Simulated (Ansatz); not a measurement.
## Formation energy of Al$_{2}$Pt

```xyz
3
Lattice="0.0000 2.9735 2.9735 2.9735 0.0000 2.9735 2.9735 2.9735 0.0000" Properties=species:S:1:pos:R:3 pbc="T T T"
Al    1.4868    1.4868    1.4868
Al    4.4603    4.4603    4.4603
Pt    0.0000    0.0000    0.0000
```

The cell comes from a relaxation on PAW files under the same functional, begun from a database entry that needn't be the ground state.

All numbers are PBE results (scalar-relativistic) from Ansatz 0.2.0, with a Γ-centred 11×11×11 k mesh, Fermi–Dirac smearing of 0.05 eV, no spin polarisation. Methods: LAPW: all electrons, basis error target 0.5 meV/atom; PAW: frozen-core files, cutoff 420 eV; crystal datasets: all electrons, by PAW datasets that the program makes for each cell.

The elements are taken as Al fcc, Pt fcc, each relaxed on PAW files under the same functional and computed by the same method as the compound; zero-point and thermal terms are left out.

Spin–orbit coupling is left out, which matters for the heavy atoms.

Give the formation energy by each method, with the residual pressure at this cell and the LAPW gap.



| method | ΔE(formation) (eV/atom) | P at this cell (GPa) | gap (eV) |
| --- | --- | --- | --- |
| LAPW | -0.881 | -0.02 | 0.00 |
| PAW | -0.881 | -0.02 | – |
| crystal datasets | -0.881 | -0.02 | – |

Give the LAPW value for one formula unit in kJ/mol.

-0.881 eV/atom × 3 atoms × 96.485 kJ/(mol·eV) = -255.0 kJ/mol, at zero temperature and without zero-point motion.

How does the cell move when LAPW relaxes it further?

It takes no step: the LAPW pressure of -0.02 GPa and the forces already lie within the run's tolerances.
